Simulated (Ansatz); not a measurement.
An Ansatz (an electronic-structure program) run. Input:

Ansatz 0.2 input:
```yaml
crystal:
  lattice:
    - [3.5872668281, 0.0, 0.0]
    - [0.0, 3.5225668977, 0.0]
    - [0.0, 0.0, 7.8029253022]
  atoms:
    - { symbol: Pt, position: [0.25, 0.0, 0.861448974] }
    - { symbol: Pt, position: [0.75, 0.0, 0.138551026] }
    - { symbol: Te, position: [0.25, 0.5, 0.2648567714] }
    - { symbol: Te, position: [0.75, 0.5, 0.7351432287] }
kpoints:
  mp_grid: { grid: [11, 12, 6] }
hamiltonian:
  xc: r2scan
  pseudopotentials: { azcp: { folder: ./paw }, kind: paw }
scf:
  occupations: { method: gaussian, width: 0.05 }
checkpoint: { read: metal.run }
output: { write_density: true, elf: true, volumetric_format: npy }
basis: { fft_grid_basis: typed }
```

Output (shortened):

```
Pseudopotential: Pt, paw, valence charge 18
Pseudopotential: Te, paw, valence charge 16
Functional definition: r2SCAN
Crystal: 4 atoms, lattice volume = 98.601 Å³
Basis set: ecut = 500 eV, 2537 PW (Γ), exchange–correlation on 108×108×240 points (64 copies of the dense FFT grid, shifted against one another)
Bands: 41, of which v1, the nominal top of the filled ones, is band 34 counted from 1 (33 counted from 0)
Symmetry: 8 space group operations
Space group: Pmma (ITA 51), of the structure as read, at distance tolerance 4.6e-5 Å
k-points: 168 of 792
Stability of the state it starts from, as read at its close in the unpolarized treatment …
iter 1 solved again at ethr=1.35e-7 eV; its pass at ethr=3.10e-3 eV (dr2=9.15e-5 eV) is discarded
SCF iter   1: F=—  HF=-39066.614015 eV  |F-HF|=—  |Δ(HF+E_count)|=         —  Δρ=4.68e-7  dr2=1.57e-10  dr2_τ=1.90e-11  ethr=1.35e-7  ⟨swp⟩=3.8  Hψ=50576  notcnv=0
preconditioner: auto → LDOS
SCF iter   2: F=-39066.614015 eV  HF=-39066.614015 eV  |F-HF|=1.46e-10  |Δ(HF+E_count)|=   1.32e-8  Δρ=4.99e-7  dr2=3.02e-10  dr2_τ=2.01e-11  ethr=1.00e-12  ⟨swp⟩=8.3  Hψ=29811  notcnv=0
SCF 1 converged in 2 iterations: F = -39066.614015 eV  dr2 = 3.02e-10
SCF converged after 2 iterations
Free energy (F): -39066.614015 eV
Harris-Foulkes:  -39066.614015 eV  (|F-HF|=1.46e-10)
Internal energy: -39066.612087 eV  (E = F + TS)
E sigma→0 (E₀):  -39066.613051 eV
Entropy (-TS):   -0.001928 eV (-0.482 meV/atom)
Fermi energy:    13.043853 eV
--- Per-component energies (eV) ---
  E_band       = -1082.689516
  E_kinetic    = 1543.065112
  E_local      = -8783.964929  (includes V_loc(G=0)·N_el)
  E_nonlocal   = 541.566309
  E_hartree    = 3929.416568
  E_xc         = -667.638356
  E_vxc        = -818.825255  (∫ρ·V_xc dr)
  E_paw        = -28410.119875  (= ΣΔE_a)
  E_vpaw       = -1476.652160  (= ΣTr[D̂ρ^β])
  E_aug_tail   = 0.001492  (compensation charges beyond the density's cutoff)
  E_vtau       = 53.285988  (kinetic-family band-sum trace: ∫τ·v_τ [+ j·A + Jᵃ·Aᵃ] dr)
  E_ewald      = -7219.044920
  E_core_change = 0.106513  (= ΣΔE_core)
  E_smearing   = -0.001928  (= −TS)
  E_closure    = 0.000000  (closes the sum)
  Σ components = -39066.614015   (vs F -39066.614015, Δ=0.00e0)
  [band-id]    e_kinetic+e_local+e_nonlocal+2·e_hartree+e_vxc+e_vpaw+e_augmentation_tail+e_vtau = -1082.690308   (vs E_band -1082.689516, Δ=-7.92e-4)
--- Band table (eV; the first three rows and the last of 168) ---
  k-point 0: bands = ["-87.4260", "-87.4157", "-41.1830", "-41.1021", "-41.0650", "-41.0446", "-40.8844", "-40.7558", "-25.4807", "-25.4805", "-25.4693", "-25.4692", "-25.3927", "-25.3922", "-25.3793", "-25.3780", "-25.3647", "-25.3634", "-0.9197", "-0.3421", …
  k-point 1: bands = ["-87.4260", "-87.4157", "-41.1830", "-41.1021", "-41.0650", "-41.0446", "-40.8844", "-40.7558", "-25.4806", "-25.4805", "-25.4693", "-25.4692", "-25.3927", "-25.3922", "-25.3793", "-25.3780", "-25.3646", "-25.3635", "-0.8897", "-0.3813", …
  k-point 2: bands = ["-87.4260", "-87.4157", "-41.1830", "-41.1021", "-41.0650", "-41.0446", "-40.8844", "-40.7558", "-25.4806", "-25.4805", "-25.4693", "-25.4692", "-25.3927", "-25.3922", "-25.3792", "-25.3781", "-25.3645", "-25.3636", "-0.8105", "-0.4789", …
  k-point 167: bands = ["-87.4211", "-87.4197", "-41.1700", "-41.1594", "-41.0714", "-41.0684", "-40.8159", "-40.7986", "-25.4773", "-25.4773", "-25.4495", "-25.4495", "-25.3972", "-25.3971", "-25.3822", "-25.3820", "-25.3538", "-25.3537", "1.3437", "1.3669", …
```

Cost: around 50 core-seconds (rough) on shared cores.

The start of the workflow was typed in or built on a structure type; neither database checked (COD, Materials Project) lists it. COD files the formula under space group No. 166, 194, so this cell is another polymorph or a model. Its standing as an ambient phase is unchecked. The cell was relaxed with r²SCAN under the symmetry of its start; its stability against distortions is not shown here. The run is not spin-polarised. The volume moved by 26 % from the start of the relaxation. Spin–orbit coupling is left out wherever it is not named.

Potentials: the earlier of the program's two PAW sets.

Ansatz is a plane-wave DFT program.
